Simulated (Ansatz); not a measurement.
**Pt3W: computed property card**

Pt3W:
```
CELL_PARAMETERS angstrom
     -1.94449     1.94449     4.01765
      1.94449    -1.94449     4.01765
      1.94449     1.94449    -4.01765
ATOMIC_POSITIONS crystal
  Pt 0.75000 0.25000 0.50000
  Pt 0.25000 0.75000 0.50000
  Pt 0.50000 0.50000 0.00000
  W  0.00000 0.00000 0.00000
```

Space group I4/mmm (No. 139); conventional cell a = b = 3.8890 Å, c = 8.0353 Å, α = β = γ = 90.00°.

Method: the program Ansatz at the r²SCAN level (PAW). Structure relaxed to zero pressure with the same functional. Other levels are named where they apply.

Cell and energy:

- Volume per atom = 15.19 Å³
- Density = 21.02 g/cm³
- Formation energy from the elements (no fitted shifts) = -0.25 eV/atom

Electronic structure:

* **Electronic character**: metallic (no gap)
* **Density of states at the Fermi level**: 0.69 states/eV per atom (mean over ±0.08 eV)
* **Gap with spin–orbit coupling**: none (metallic)

Mechanics:

- Bulk modulus (Birch–Murnaghan fit) = 307 GPa
- Pressure derivative B′ = 5.0

Phonons:

- Highest zone-centre frequency = 182 cm^-1
- Zone-centre stability = no imaginary mode at Γ

The workflow started from a Materials Project entry (that database holds measured and hypothetical structures alike); the Crystallography Open Database copy checked does not list it. Its standing as an ambient phase is unchecked. Symmetry was held in the r²SCAN relaxation. No spin polarisation was allowed. As this level gives no gap, phonon frequencies hold no LO–TO term and depend on the k-mesh and smearing (Fermi–Dirac, 0.1 eV here). Axis ratios of metals converge slowly with the k-mesh, so a and c are less sure than the volume. The references are the lowest solids computed at this level, not always the standard phases. Spin–orbit coupling is left out wherever it is not named.

Potentials: the later of the program's two PAW sets.
